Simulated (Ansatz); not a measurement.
Electric field gradients in Al2O5

All numbers below come from DFT PBEsol, scalar-relativistic, plane waves, PAW in Ansatz. Cutoff 420 eV, 12×12×8 k-points (Γ-centred), fixed occupations. No spin polarisation.

The cell, relaxed at this level:
```yaml
crystal:
  lattice:
    - [4.87576, -1.49258, -0.88429]
    - [4.87576, 1.49258, -0.88429]
    - [-5.24900, 0.00000, 6.41616]
  atoms:
    - { symbol: Al, position: [0.41279, 0.41279, 0.68595] }
    - { symbol: Al, position: [0.58721, 0.58721, 0.31405] }
    - { symbol: O, position: [0.63488, 0.63488, 0.01660] }
    - { symbol: O, position: [0.36512, 0.36512, 0.98340] }
    - { symbol: O, position: [0.00000, 0.00000, 0.00000] }
    - { symbol: O, position: [0.12294, 0.12294, 0.45591] }
    - { symbol: O, position: [0.87706, 0.87706, 0.54409] }
```

The cell was built by swapping an element in a database structure (itself possibly hypothetical) and relaxing; it need not be the stable form of this composition. The crystal is built of layers and no dispersion correction was added, so the binding between them is poorly described, and with it their spacing and whatever depends on it.

Task: Give V_zz (10²¹ V/m²) and the asymmetry η at each distinct site.

Result:
```json
{"atom": "Al (atom 1)", "V_zz": "4.51", "η": "0.08"}
{"atom": "O (atom 3)", "V_zz": "-13.15", "η": "0.68"}
{"atom": "O (atom 5)", "V_zz": "-29.35", "η": "0.27"}
{"atom": "O (atom 6)", "V_zz": "-3.72", "η": "0.14"}
```

Cost: 1 run of about 0.38 core-minutes, on Intel Xeon Platinum 8259CL (Skylake/Cascade Lake) (shared hosts).